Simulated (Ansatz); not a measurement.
FeCo$_{3}$:
```xyz
4
Lattice="2.4590 0.0000 0.0000 0.0000 2.4590 0.0000 0.0000 0.0000 7.0252" Properties=species:S:1:pos:R:3 pbc="T T T"
Fe     0.0000     0.0000     0.0000
Co     1.2295     1.2295     5.2224
Co     1.2295     1.2295     1.8027
Co     0.0000     0.0000     3.5126
```
The run is spin-polarised; directions of the spins, atom by atom: ↑ ↑ ↑ ↑.

Relaxed with PBEsol. Special points in fractions of this cell's reciprocal vectors: Γ (0.000, 0.000, 0.000); X (0.000, 0.500, 0.000); M (0.500, 0.500, 0.000); Z (0.000, 0.000, 0.500); R (0.000, 0.500, 0.500); A (0.500, 0.500, 0.500).

### Question
List the band energies nearest the Fermi level at these points for DFT-PBEsol in the program Ansatz with PAW potentials.

### Answer
In eV from the Fermi level; about four levels below and three above (degenerate sets whole), none deeper than 8.9 eV; … stands for higher levels left out; points with the same levels are listed once.

| k | below | above |
|---|---|---|
| Γ ↑ | -1.00 -0.59 -0.23 -0.23 | 2.34 9.76 … |
| X ↑ | -0.50 -0.49 -0.41 -0.36 | 1.22 1.45 6.44 |
| M ↑ | -0.33 -0.32 -0.27 -0.27 | 0.30 2.56 2.56 |
| Z ↑ | -0.62 -0.62 -0.48 -0.14 | 13.46 13.84 … |
| R ↑ | -0.94 -0.88 -0.88 -0.71 | 0.79 0.89 0.90 |
| A ↑ | -0.87 -0.45 -0.33 -0.32 | 0.30 4.53 4.53 |
| Γ ↓ | -0.67 -0.30 -0.05 -0.05 | 0.41 0.41 0.41 |
| X ↓ | -0.75 -0.32 -0.25 -0.23 | 0.24 0.30 0.64 |
| M ↓ | -2.14 -2.14 -1.89 -1.89 | 0.18 0.53 1.43 |
| Z ↓ | -0.93 -0.93 -0.46 -0.46 0.00 | 0.24 0.28 0.43 |
| R ↓ | -0.95 -0.84 -0.55 -0.29 | 0.90 0.93 1.43 |
| A ↓ | -0.36 -0.36 -0.18 -0.18 | 0.82 0.84 0.99 |

Space group P4/mmm. The workflow started from a Materials Project entry (that database holds measured and hypothetical structures alike); the Crystallography Open Database copy checked does not list it. Whether it is the stable phase at ambient conditions was not checked. The cell was relaxed with PBEsol under the symmetry of its start; whether a distortion lowers the energy is not shown. The final state is ferromagnetic, chosen from 5 collinear starts compared on coarse meshes (ties went to the first, and starts can fall back to one state), not a proven ground state.

Potentials: the later of the program's two PAW sets.
